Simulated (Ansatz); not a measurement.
# PbSe with Mg replacing Pb: do the settings matter for the field gradients?

Cell: a supercell of PbSe (rock salt type, Fm-3m) built from a COD entry, with all atoms left at the host's positions.

```cif
data_MgPb26Se27
_symmetry_space_group_name_H-M 'Fm-3m'
_symmetry_Int_Tables_number 225
_cell_length_a 18.3639
_cell_length_b 18.3639
_cell_length_c 18.3639
_cell_angle_alpha 90.000
_cell_angle_beta 90.000
_cell_angle_gamma 90.000
loop_
_atom_site_label
_atom_site_type_symbol
_atom_site_symmetry_multiplicity
_atom_site_Wyckoff_symbol
_atom_site_fract_x
_atom_site_fract_y
_atom_site_fract_z
Mg Mg 4 a 0.0000 0.0000 0.0000
Pb2 Pb 48 h 0.1667 0.1667 0.0000
Pb5 Pb 32 f 0.3333 0.1667 0.1667
Pb15 Pb 24 e 0.5000 0.5000 0.3333
Se28 Se 32 f 0.1667 0.1667 0.1667
Se30 Se 24 e 0.5000 0.5000 0.1667
Se32 Se 48 i 0.5000 0.3333 0.3333
Se41 Se 4 b 0.5000 0.5000 0.5000
```

One atom of each set is listed; the run and its k-mesh use a cell of 54 atoms with edges of 12.99, 12.99, 12.99 Å.

Reference run. All values are calculated (Ansatz; DFT, PBE, plane waves and PAW, scalar-relativistic, 420 eV cutoff, Γ-centred 2×2×2 k-points, Fermi–Dirac smearing 0.01 eV), not measured.

(1) The input is changed as follows: `total_charge`: not typed → -6; `scf.max_iter`: not typed → 50. What happens to V_zz (10²¹ V/m²) and η?

Results:

(1) 

```tsv
site	V_zz reference	η reference	V_zz changed	η changed
Mg	0.00	–	0.00	–
Pb2	0.62	0.75	-1.08	0.39
Pb5	0.035	0.00	0.25	0.00
Pb15	3.22	0.00	-6.71	0.00
Se28	0.021	0.00	0.18	0.00
Se30	-0.29	0.00	-1.40	0.00
Se32	-0.094	0.54	0.59	0.13
```

The largest change of V_zz along a kept axis is on Pb15, from 3.22 to -6.71. Small gradients that grow severalfold: Se30 (-0.29 to -1.40). Where |V_zz| stays above 0.1 and the axes keep their order, η moves most on Pb2, from 0.75 to 0.39. V_zz changes sign on Pb15 (same axis), Pb2 (same axis). On Se32 the largest principal value lies along another axis in the second run, so the two V_zz can't be compared directly. Other sites without a gradient aren't listed. The changed cell holds a charge of -6 on a uniform background, so it isn't the same centre. The gap no longer holds the Fermi energy in the changed run, so its gradients also hang on the k-mesh and the smearing. SCF iterations: 7 and 13. The changed input holds a charge that the system can't hold, so its numbers aren't properties of the crystal.

On the reference run: The defect repeats with the cell of 54 atoms, so it feels its images: sites between two images don't show the values beside a lone defect, and zeros or small values of η there can come from the images' arrangement. Spin–orbit coupling is left out, which shifts gradients on Pb by a few per cent in wide-gap crystals, and can shift them far more where the calculated gap is small or absent, as here. With a gap of 0.4 eV on this mesh, small gradients can still move by 0.1 × 10²¹ V/m² or more as the k-mesh gets denser. The neighbours have not yet relaxed around the defect (largest force 0.67 eV/Å), so a real crystal will differ.
